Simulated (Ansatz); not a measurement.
Input, command and steps of an Ansatz relaxation.

```yaml
crystal:
  lattice:
    - [-4.224536567, 4.1115754925, -4.0097890113]
    - [3.9422075319, 4.4378902988, 4.6184328526]
    - [4.357205886, -4.7202193339, -4.7511021715]
  atoms:
    - { symbol: Be, position: [0.7702691929, 0.8830687346, 0.4463874299] }
    - { symbol: Al, position: [0.1872778182, 0.9718700027, 0.7165162882] }
    - { symbol: Al, position: [0.0171641517, 0.2988555603, 0.6891891572] }
    - { symbol: Al, position: [0.4720580106, 0.9169071643, 0.5532731908] }
    - { symbol: Al, position: [0.7505690084, 0.4222404517, 0.836618527] }
    - { symbol: Al, position: [0.288028804, 0.1826796871, 0.5310042136] }
    - { symbol: Al, position: [0.5224212016, 0.6794223839, 0.7920487972] }
    - { symbol: Al, position: [0.1012918024, 0.4915920713, 0.4633421518] }
    - { symbol: Al, position: [0.8478191754, 0.005156, 0.2167053471] }
    - { symbol: Al, position: [0.8826393169, 0.9999980666, 0.8292757254] }
    - { symbol: Al, position: [0.1464662761, 0.452387149, 0.1198195184] }
    - { symbol: Al, position: [0.9591565395, 0.7010049291, 0.2761228343] }
    - { symbol: Al, position: [0.6610581461, 0.1970856423, 0.0167070379] }
    - { symbol: Al, position: [0.4829081124, 0.4878308497, 0.0147964407] }
    - { symbol: Ca, position: [0.6425675479, 0.4805357099, 0.4416084396] }
    - { symbol: Ca, position: [0.2655263586, 0.8412406713, 0.0551400722] }
  symmetry: { detect: false }
basis:
  ecutwfc: 420
kpoints:
  mp_grid: { grid: [4, 4, 4] }
hamiltonian:
  xc: pbe
scf:
  occupations: { method: gaussian, width: 0.1 }
  lower_state_search: "off"
output:
  forces: true
  stress: true
  eigenvalues: true
relax:
  adjacent_minimum: "off"
  f_tol: 0.04
  max_steps: 25
  cell: { stress_tol: 0.3 }
```

```bash
ansatz run input.yaml --threads 4 --pin off --max-ram 9216MiB --backend cpu --events-out ev --progress --plain --runs-dir out
```

Method: Ansatz 0.2.0, DFT PBE, scalar-relativistic, plane waves, PAW.

Of 8 frames 8 are shown, positions in Å and forces in eV/Å; the SCF threshold varies from step to step. Steps run on the plane waves of an earlier cell, with a Pulay correction in the pressure. The basis is chosen afresh for the last frame, the zero of the energies, and at times for earlier ones too; energy and pressure can step there, also at an unchanged geometry. Where two frames share a geometry here, they differ by under 2 meV/atom and 0.3 GPa.

```xyz
16
Lattice="-4.2245 4.1116 -4.0098 3.9422 4.4379 4.6184 4.3572 -4.7202 -4.7511" Properties=species:S:1:pos:R:3:forces:R:3 pbc="T T T" step=1 free_energy_over_end_meV_per_atom=32.63 pressure_GPa=-0.03
Be    2.1722    4.9789   -1.1311   -0.0441   -0.0550    0.2922
Al    6.1622    1.7009    0.3333    0.0576   -0.3173   -0.1249
Al    4.1086   -1.8563   -1.9630   -0.0118    0.0925    0.3832
Al    4.0311    3.3985   -0.2868   -0.4129   -0.0216    0.0942
Al    2.1391    1.0109   -5.0344   -0.0958    0.2819    0.2525
Al    1.8171   -0.5115   -2.8341   -0.0825    0.2887    0.1985
Al    3.9226    1.4245   -2.7200    0.0442    0.0825   -0.1328
Al    3.5289    0.4110   -0.3372   -0.0387    0.0145   -0.0858
Al   -2.6171    2.4859   -4.4054    0.2630   -0.1765    0.0716
Al    3.8268    4.1526   -2.8607   -0.1008   -0.1462   -0.2434
Al    1.6867    2.0443    0.9327    0.0912    0.1272   -0.4470
Al   -0.0854    5.7513   -1.9204    0.0370    0.0527   -0.0319
Al   -1.9429    3.5138   -1.8199   -0.0908   -0.2108   -0.2720
Al   -0.0525    4.0806    0.2464    0.3698   -0.0153    0.0151
Ca    1.1040    2.6900   -2.4554   -0.0487   -0.0963   -0.0219
Ca    2.4349    4.5648    2.5585    0.0633    0.0988    0.0523
16
Lattice="-4.1077 4.2215 -3.9551 3.7482 4.3717 4.4554 4.4194 -4.7214 -4.7506" Properties=species:S:1:pos:R:3:forces:R:3 pbc="T T T" step=2 free_energy_over_end_meV_per_atom=15.43 pressure_GPa=0.31
Be    2.1289    4.9778   -1.1800    0.0017   -0.0345    0.0816
Al    6.0046    1.6329    0.1753    0.0131    0.1054    0.0157
Al    4.1147   -1.8556   -1.9214   -0.0519   -0.0459   -0.1071
Al    3.8299    3.3637   -0.3971    0.0185   -0.0050   -0.0417
Al    2.2067    1.0929   -5.0182    0.0308   -0.0777   -0.0575
Al    1.8439   -0.4433   -2.7941    0.0004    0.0468    0.0133
Al    3.9484    1.4732   -2.8441    0.0015    0.0465    0.0587
Al    3.4668    0.4347   -0.4764   -0.0977    0.0502   -0.0360
Al   -2.3898    2.5219   -4.3329    0.1836   -0.1644   -0.0375
Al    3.7393    4.1559   -3.0197    0.0467    0.0503    0.0979
Al    1.6018    2.0336    0.7674   -0.1176   -0.0999   -0.0570
Al   -0.0958    5.8158   -1.9764   -0.0351    0.0320    0.0148
Al   -1.9556    3.5438   -1.8410   -0.0101    0.0750    0.1215
Al   -0.0045    4.1148    0.1953   -0.0153    0.0409   -0.0076
Ca    1.0621    2.7019   -2.5336   -0.0048    0.0544   -0.0958
Ca    2.3568    4.5504    2.4705    0.0362   -0.0742    0.0367
16
Lattice="-4.0759 4.2956 -3.9147 3.6848 4.3690 4.3598 4.4780 -4.7454 -4.7364" Properties=species:S:1:pos:R:3:forces:R:3 pbc="T T T" step=3 free_energy_over_end_meV_per_atom=10.12 pressure_GPa=0.24
Be    2.1291    4.9792   -1.2008   -0.0003    0.0032    0.0387
Al    5.9889    1.6597    0.1321    0.0099    0.0586   -0.0210
Al    4.1257   -1.8922   -1.9698   -0.0364    0.0412   -0.1688
Al    3.7932    3.3583   -0.4407    0.1004   -0.0230   -0.0001
Al    2.2421    1.1089   -5.0260   -0.0136   -0.0769   -0.0841
Al    1.8665   -0.3953   -2.7537   -0.0397   -0.0075   -0.0061
Al    3.9931    1.5385   -2.8960   -0.0045    0.0403    0.0141
Al    3.4383    0.4577   -0.5583   -0.0380   -0.0017    0.0123
Al   -2.2346    2.4953   -4.2734    0.0801    0.0068    0.0398
Al    3.7370    4.2147   -3.0355    0.0540    0.0534    0.1481
Al    1.5464    2.0241    0.6696   -0.1168   -0.0704    0.0044
Al   -0.1059    5.8951   -1.9974   -0.0080    0.0395   -0.0052
Al   -1.9593    3.5940   -1.8058    0.0486    0.0002    0.0725
Al    0.0045    4.1755    0.1685   -0.0227   -0.0221   -0.0071
Ca    1.0527    2.7703   -2.6250   -0.0652   -0.0330   -0.0866
Ca    2.3329    4.5315    2.4470    0.0520   -0.0088    0.0488
16
Lattice="-4.0222 4.4270 -3.8399 3.6194 4.4418 4.2188 4.5218 -4.8297 -4.6839" Properties=species:S:1:pos:R:3:forces:R:3 pbc="T T T" step=4 free_energy_over_end_meV_per_atom=6.39 pressure_GPa=0.09
Be    2.1528    5.0678   -1.1876    0.0409   -0.0314   -0.0882
Al    5.9854    1.7269    0.0913   -0.0809   -0.0599   -0.0799
Al    4.1091   -1.9095   -2.0808    0.0746    0.1362   -0.0321
Al    3.7672    3.3748   -0.4574    0.0136   -0.0204    0.0177
Al    2.2311    1.1076   -5.0403   -0.0635    0.0199   -0.0944
Al    1.8601   -0.3307   -2.6847   -0.0662   -0.0994   -0.1232
Al    4.0200    1.6721   -2.9600   -0.0367   -0.0248   -0.0726
Al    3.4009    0.5054   -0.6533    0.1487    0.0134    0.0796
Al   -2.0111    2.5010   -4.1580   -0.2131    0.2637    0.1288
Al    3.7532    4.3596   -2.9583    0.0757    0.0133    0.1121
Al    1.4558    2.0320    0.5363   -0.0529    0.0153    0.0446
Al   -0.1012    6.0898   -2.0024    0.0226   -0.0025    0.0277
Al   -1.9162    3.6622   -1.7290    0.0040   -0.1208   -0.0414
Al    0.0397    4.3181    0.1306    0.0143   -0.0650    0.0183
Ca    1.0196    2.8829   -2.7527    0.1047   -0.0092    0.0913
Ca    2.3298    4.5718    2.4373    0.0144   -0.0285    0.0116
16
Lattice="-4.0420 4.4291 -3.8292 3.6392 4.4878 4.2498 4.5155 -4.8790 -4.6913" Properties=species:S:1:pos:R:3:forces:R:3 pbc="T T T" step=5 free_energy_over_end_meV_per_atom=2.98 pressure_GPa=-0.28
Be    2.1643    5.1213   -1.1424    0.0240    0.0294   -0.0248
Al    5.9885    1.7012    0.1153   -0.0227   -0.0594    0.0234
Al    4.1123   -1.8885   -2.0892   -0.0070    0.0358    0.0375
Al    3.7672    3.3777   -0.4199   -0.0505   -0.0494    0.0164
Al    2.1911    1.0688   -5.0721   -0.0775    0.0403   -0.0130
Al    1.8529   -0.3695   -2.7219    0.0486   -0.0166    0.0170
Al    3.9845    1.6653   -2.9642    0.0174    0.0133   -0.0930
Al    3.4236    0.5128   -0.6339    0.0371   -0.0272   -0.0165
Al   -2.0611    2.5462   -4.1474   -0.0748    0.0884    0.0011
Al    3.7781    4.3792   -2.8772    0.0181   -0.0115    0.0051
Al    1.4438    2.0385    0.5365    0.0623    0.0688    0.0363
Al   -0.1096    6.1082   -1.9632    0.0185   -0.0094    0.0109
Al   -1.9150    3.6340   -1.6965    0.0075   -0.0789   -0.0253
Al    0.0424    4.3406    0.1581    0.0097   -0.0282   -0.0108
Ca    1.0587    2.8906   -2.7046   -0.0337    0.0069    0.0024
Ca    2.3520    4.5917    2.4665    0.0234   -0.0024    0.0338
16
Lattice="-3.9592 4.5199 -3.7698 3.5939 4.5553 4.1167 4.4858 -4.9133 -4.6078" Properties=species:S:1:pos:R:3:forces:R:3 pbc="T T T" step=6 free_energy_over_end_meV_per_atom=1.81 pressure_GPa=0.48
Be    2.2367    5.3174   -1.1245   -0.0336   -0.0114   -0.0544
Al    5.8910    1.6321    0.1419    0.0757    0.0607   -0.0799
Al    4.0879   -1.8281   -2.0859   -0.0298    0.0388    0.0157
Al    3.6745    3.3924   -0.4559   -0.0066   -0.0192    0.0129
Al    2.1333    1.0985   -5.0878   -0.0235   -0.0406    0.0337
Al    1.8918   -0.3493   -2.7841   -0.0037    0.0132    0.0304
Al    3.9369    1.7793   -3.0708   -0.0119   -0.0160    0.0280
Al    3.4225    0.5770   -0.7209   -0.0382   -0.0116   -0.0390
Al   -2.0247    2.7524   -4.1133    0.0296    0.0523    0.0825
Al    3.8468    4.5003   -2.8267   -0.0068   -0.0417   -0.1046
Al    1.4069    2.0935    0.4763   -0.0365   -0.0692   -0.0238
Al   -0.0979    6.2390   -1.9464    0.0227   -0.0140    0.0230
Al   -1.8841    3.5381   -1.5542    0.0474    0.0139    0.0596
Al    0.1224    4.4513    0.1145    0.0025   -0.0347    0.0315
Ca    1.0669    2.9922   -2.6981   -0.0058    0.0755   -0.0120
Ca    2.4077    4.6264    2.4390    0.0185    0.0038   -0.0034
16
Lattice="-3.9923 4.4893 -3.7835 3.5920 4.5431 4.1883 4.5093 -4.9344 -4.6706" Properties=species:S:1:pos:R:3:forces:R:3 pbc="T T T" step=7 free_energy_over_end_meV_per_atom=0.34 pressure_GPa=-0.01
Be    2.2001    5.2565   -1.1219   -0.0107    0.0052   -0.0362
Al    5.9261    1.6522    0.1352    0.0092   -0.0054    0.0099
Al    4.0969   -1.8506   -2.0964    0.0058   -0.0009    0.0039
Al    3.6899    3.3742   -0.4326   -0.0051   -0.0119    0.0151
Al    2.1292    1.0498   -5.1026   -0.0233    0.0091   -0.0043
Al    1.8795   -0.3743   -2.7700   -0.0143    0.0136   -0.0093
Al    3.9429    1.7166   -3.0654   -0.0353   -0.0013    0.0004
Al    3.4197    0.5554   -0.7076    0.0046    0.0227    0.0063
Al   -2.0342    2.6862   -4.1184    0.0036   -0.0101    0.0059
Al    3.8092    4.4335   -2.8413    0.0285    0.0066   -0.0010
Al    1.4160    2.0659    0.5131    0.0162    0.0023   -0.0146
Al   -0.1098    6.1832   -1.9290    0.0001   -0.0062   -0.0013
Al   -1.8912    3.5666   -1.5882   -0.0174    0.0050   -0.0002
Al    0.0879    4.4045    0.1527    0.0057   -0.0071    0.0037
Ca    1.0521    2.9728   -2.7062    0.0296   -0.0144    0.0110
Ca    2.3881    4.6180    2.4780    0.0027   -0.0069    0.0104
16
Lattice="-3.9923 4.4893 -3.7835 3.5920 4.5431 4.1883 4.5093 -4.9344 -4.6706" Properties=species:S:1:pos:R:3:forces:R:3 pbc="T T T" step=8 free_energy_over_end_meV_per_atom=0.00 pressure_GPa=0.01
Be    2.2001    5.2565   -1.1219   -0.0108    0.0050   -0.0362
Al    5.9261    1.6522    0.1352    0.0091   -0.0053    0.0097
Al    4.0969   -1.8506   -2.0964    0.0061   -0.0008    0.0037
Al    3.6899    3.3742   -0.4326   -0.0048   -0.0116    0.0150
Al    2.1292    1.0498   -5.1026   -0.0235    0.0089   -0.0040
Al    1.8795   -0.3743   -2.7700   -0.0147    0.0134   -0.0094
Al    3.9429    1.7166   -3.0654   -0.0354   -0.0022    0.0005
Al    3.4197    0.5554   -0.7076    0.0045    0.0226    0.0062
Al   -2.0342    2.6862   -4.1184    0.0035   -0.0103    0.0062
Al    3.8092    4.4335   -2.8413    0.0283    0.0074   -0.0009
Al    1.4160    2.0659    0.5131    0.0164    0.0019   -0.0144
Al   -0.1098    6.1832   -1.9290    0.0004   -0.0059   -0.0014
Al   -1.8912    3.5666   -1.5882   -0.0173    0.0049   -0.0005
Al    0.0879    4.4045    0.1527    0.0057   -0.0067    0.0035
Ca    1.0521    2.9728   -2.7062    0.0298   -0.0143    0.0111
Ca    2.3881    4.6180    2.4780    0.0027   -0.0070    0.0106
```

The run took 97 s on 4 threads of Intel(R) Xeon(R) Platinum 8375C CPU @ 2.90GHz (Ice Lake), on a shared host, peak memory 0.95 GiB.

The k mesh is coarse.